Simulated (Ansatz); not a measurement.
Level of theory: DFT PBE, scalar-relativistic, plane waves, PAW in Ansatz. Settings: cutoff 420 eV, Γ-centred meshes spaced at most about 0.3 Å⁻¹, and about 0.25 Å⁻¹ or finer for metals (2π included), Gaussian smearing. No spin polarisation in the final relaxations.

Temperature and zero-point effects are left out. Lower structures may exist.

Question: Which of these relaxed structures of In3As is the lowest in energy?
A.

```xyz
4
Lattice="3.0560 0.0000 0.0000 0.0000 3.0560 0.0000 0.0000 0.0000 11.2258" Properties=species:S:1:pos:R:3 pbc="T T T"
In    1.5280    1.5280    2.7576
In    1.5280    1.5280    8.4682
In    0.0000    0.0000    0.0000
As    1.5280    1.5280    5.6129
```

B.

```xyz
4
Lattice="-2.9883 2.9883 2.9883 2.9883 -2.9883 2.9883 2.9883 2.9883 -2.9883" Properties=species:S:1:pos:R:3 pbc="T T T"
In    2.9883    0.0000    0.0000
In    0.0000    2.9883    0.0000
In    0.0000    0.0000    2.9883
As    0.0000    0.0000    0.0000
```

C.

```xyz
4
Lattice="-2.7782 2.7782 3.3197 2.7782 -2.7782 3.3197 2.7782 2.7782 -3.3197" Properties=species:S:1:pos:R:3 pbc="T T T"
In    0.0000    0.0000    3.3197
In    0.0000    2.7782    1.6598
In    2.7782    0.0000    1.6598
As    0.0000    0.0000    0.0000
```

D.

```xyz
4
Lattice="4.6845 0.0000 0.0000 0.0000 4.6845 0.0000 0.0000 0.0000 4.6845" Properties=species:S:1:pos:R:3 pbc="T T T"
In    0.0000    2.3422    2.3422
In    2.3422    0.0000    2.3422
In    2.3422    2.3422    0.0000
As    0.0000    0.0000    0.0000
```

Answer: D. It has the Cu3Au (L1_2) type, space group Pm-3m (No. 221); the next, C, with space group I4/mmm (No. 139), lies 15 meV/atom higher. Counting In atoms around As (those within 1.25 times the shortest such distance or 1.15 times the sum of covalent radii; a plus sign parts nearer from farther groups; the shortest distance is added where it is long for a bond), the lowest has As 12 from 3.3 Å and the next has As 10+4 from 3.2 Å. Even the lowest lies +0.08 eV/atom against the elements.

The k mesh leaves some 4 meV/atom of noise in the energy of each metallic cell. The Pm-3m cell at 25.7 Å³/atom was relaxed from a Materials Project cell. Cells relaxed within their symmetry can be saddle points. Some types were kept out of the candidates beforehand, so the set may lack a known form.
